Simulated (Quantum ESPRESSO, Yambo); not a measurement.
# G0W0 results for PdSO$_{4}$

PdSO4 is taken in the monoclinic space group C2/c (No. 15), Pearson symbol mS24. Cell: a = 7.490 Å, b = 6.360 Å, c = 7.778 Å, α = γ = 90.00°, β = 100.70°. O1 on 8f sees 1 S at 1.497 Å and 1 Pd at 2.050 Å (bent). O2 on 8f sees 1 S at 1.497 Å and 1 Pd at 2.046 Å (bent). S on 4e is surrounded by 4 O at 1.497 Å (tetrahedral). Pd on 4c has 4 O at 2.046–2.050 Å (square planar). (Neighbours: up to the widest gap in distance over summed covalent radii, below 1.35, at either atom; cation-cation contacts left out.)
(The calculation used a cell of 12 atoms; values per cell refer to that cell.)

The geometry is that of Materials Project entry mp-2677258, symmetrised and not relaxed again.

Starting point: PBEsol (Quantum ESPRESSO, PseudoDojo norm-conserving, 84 Ry, no spin-orbit coupling). G0W0 in Yambo: 2×2×2 Γ-centred k mesh, bands 9 to 278 and a 7 Ry block in the screening, 278 bands in G with the Bruneval-Gonze terminator, plasmon pole fitted at 27.2 eV.

```yaml
PBEsol gap along the band path: 0.94 eV
PBEsol gap between the mesh's edge points ((-0.5, -0.5, 0) → (-0.5, -0.5, 0)): 0.94 eV
G0W0 gap between the same points: 2.79 eV
```

```json
[
 {"k point": "Γ", "band": "VB", "E PBEsol (eV)": "-0.11", "E QP (eV)": "-0.75", "shift (eV)": "-0.64", "Z": "0.78"},
 {"k point": "Γ", "band": "CB", "E PBEsol (eV)": "1.19", "E QP (eV)": "2.45", "shift (eV)": "1.27", "Z": "0.78"},
 {"k point": "(0, -0.5, 0)", "band": "VB", "E PBEsol (eV)": "-0.22", "E QP (eV)": "-0.92", "shift (eV)": "-0.70", "Z": "0.78"},
 {"k point": "(0, -0.5, 0)", "band": "CB", "E PBEsol (eV)": "1.23", "E QP (eV)": "2.44", "shift (eV)": "1.21", "Z": "0.78"},
 {"k point": "(0, -0.5, -0.5)", "band": "VB", "E PBEsol (eV)": "-0.20", "E QP (eV)": "-0.86", "shift (eV)": "-0.66", "Z": "0.78"},
 {"k point": "(0, -0.5, -0.5)", "band": "CB", "E PBEsol (eV)": "1.22", "E QP (eV)": "2.39", "shift (eV)": "1.17", "Z": "0.78"},
 {"k point": "(-0.5, -0.5, 0)", "band": "VB", "E PBEsol (eV)": "0.00", "E QP (eV)": "-0.66", "shift (eV)": "-0.66", "Z": "0.78"},
 {"k point": "(-0.5, -0.5, 0)", "band": "CB", "E PBEsol (eV)": "0.94", "E QP (eV)": "2.13", "shift (eV)": "1.19", "Z": "0.78"},
 {"k point": "(-0.5, -0.5, -0.5)", "band": "VB", "E PBEsol (eV)": "-0.24", "E QP (eV)": "-0.94", "shift (eV)": "-0.71", "Z": "0.78"},
 {"k point": "(-0.5, -0.5, -0.5)", "band": "CB", "E PBEsol (eV)": "1.17", "E QP (eV)": "2.38", "shift (eV)": "1.20", "Z": "0.78"},
 {"k point": "(0.5, 0, 0)", "band": "VB", "E PBEsol (eV)": "-0.22", "E QP (eV)": "-0.92", "shift (eV)": "-0.70", "Z": "0.78"},
 {"k point": "(0.5, 0, 0)", "band": "CB", "E PBEsol (eV)": "1.23", "E QP (eV)": "2.44", "shift (eV)": "1.21", "Z": "0.78"},
 {"k point": "(0.5, 0, 0.5)", "band": "VB", "E PBEsol (eV)": "-0.20", "E QP (eV)": "-0.86", "shift (eV)": "-0.66", "Z": "0.78"},
 {"k point": "(0.5, 0, 0.5)", "band": "CB", "E PBEsol (eV)": "1.22", "E QP (eV)": "2.39", "shift (eV)": "1.17", "Z": "0.78"}
]
```

Energies count from the PBEsol valence-band maximum.

Nearest settings tried, and what they do to the gap: 117 bands in G: +12 meV; 140 bands in W: -30 meV; 6 Ry block (323 vectors against 375): +1 meV; 2×2×1 mesh: +189 meV. So the settings aren't converged at that level. The k mesh is coarse.

Spin-orbit splittings are left out.

The structure is a Materials Project entry; no match was found in the copy of COD used, and its stability was not checked.
